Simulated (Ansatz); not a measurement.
**Two states of LiGdTi**

```
Gd Li Ti
1.0
     0.00000    3.94666    0.00000
     3.94666    0.00000    0.00000
     1.97333    1.97333   -7.50855
Gd Li Ti
2 2 2
Direct
  0.32520 0.32520 0.34960
  0.67480 0.67480 0.65040
  0.12140 0.12140 0.75720
  0.87860 0.87860 0.24280
  0.00000 0.50000 0.00000
  0.50000 0.00000 0.00000
```

The numbers come from plane-wave PAW DFT (Ansatz): r2SCAN, 500 eV, 6×6×6 Γ-centred k points, fermi-dirac occupations (width 0.1 eV). Nothing was relaxed.

State A: Gd1 up, Gd2 up, Ti5 up, Ti6 up (collinear spin). State B: Gd1 up, Gd2 up, Ti5 down, Ti6 down (collinear spin).

Problem. Compare the two self-consistent states.

Solution. State A is lower by 17.1 meV an atom at zero smearing; in free energy at this smearing B lies +13.8 meV an atom from A.

```csv
state,free energy (meV/atom),largest moment in a small sphere (μB),net moment (μB/cell),gap on mesh (eV),pressure (GPa),largest force (eV/Å)
A,0.0,7.51,20.40,metal,10.8,0.47
B,13.8,7.44,14.98,metal,10.0,0.25
```

Origin: a known structure type with other elements, at an estimated volume, so it need not be a known compound. Caveats: atoms or cell far from equilibrium; f shells without a U or exact exchange are poorly placed.
